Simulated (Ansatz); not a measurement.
Relaxed-ion elastic tensor of Sn₄Pd in space group Ccce (No. 68; Sn on 16i, Pd on 4b) in GPa (Voigt order), DFT-PBEsol in the program Ansatz with PAW potentials; density 8.20 g/cm³, 23.53 Å³ per atom.

```
 119  50.9  45.3   0.0   0.0   0.0
50.9   100  45.8   0.0   0.0   0.0
45.3  45.8   114   0.0   0.0   0.0
 0.0   0.0   0.0  13.4   0.0   0.0
 0.0   0.0   0.0   0.0  39.6   0.0
 0.0   0.0   0.0   0.0   0.0  22.3
```

**Question.** Is the crystal mechanically stable?

**Answer.** Yes: the smallest eigenvalue of C is 13.4 GPa.

**Question.** Work out the Voigt, Reuss and Hill averages.

**Answer.** K_V = 68.6, K_R = 68.3, K_H = 68.5; G_V = 27.8, G_R = 24.0, G_H = 25.9 GPa.

**Question.** Give Young's modulus, Poisson's ratio, Pugh's ratio and the universal anisotropy index.

**Answer.** E = 9KG/(3K + G) = 69.0 GPa; ν = 0.33; K/G = 2.64 (ductile by the Pugh limit of 1.75); A_U = 5G_V/G_R + K_V/K_R − 6 = 0.81.

**Question.** Estimate the sound speeds and the Debye temperature.

**Answer.** v_l = √((K + 4G/3)/ρ) = 3540 m/s, v_t = √(G/ρ) = 1780 m/s, mean 1990 m/s; Θ = (h/k)(3n/4πV)^(1/3) v_m = 207 K.

**Question.** Solve the Christoffel equation for the three sound speeds along x, y, z.

**Answer.** Eigenvalues of C_ijkl n_j n_l equal ρv². In km/s, slowest first: x 1.65, 2.20, 3.81; y 1.28, 1.65, 3.49; z 1.28, 2.20, 3.73.

**Question.** How much does each axis shrink under pressure?

**Answer.** Linear compressibilities β_i = Σ_j S_ij (j = 1 to 3): x 4.1, y 5.7, z 4.8 per TPa.

The workflow started from a Materials Project entry (that database holds measured and hypothetical structures alike); the Crystallography Open Database files this formula in space group No. 68, but the cells were not matched. Whether it is the stable phase at ambient conditions was not checked. The cell was relaxed with PBEsol under the symmetry of its start; its stability against distortions is not shown here. The run is not spin-polarised. As this level gives no gap, shear constants depend on the k-mesh and smearing (Fermi–Dirac, 0.1 eV here). Scalar-relativistic: spin–orbit coupling is off unless named, which matters more the heavier the elements.

Potentials: the later of the program's two PAW sets.
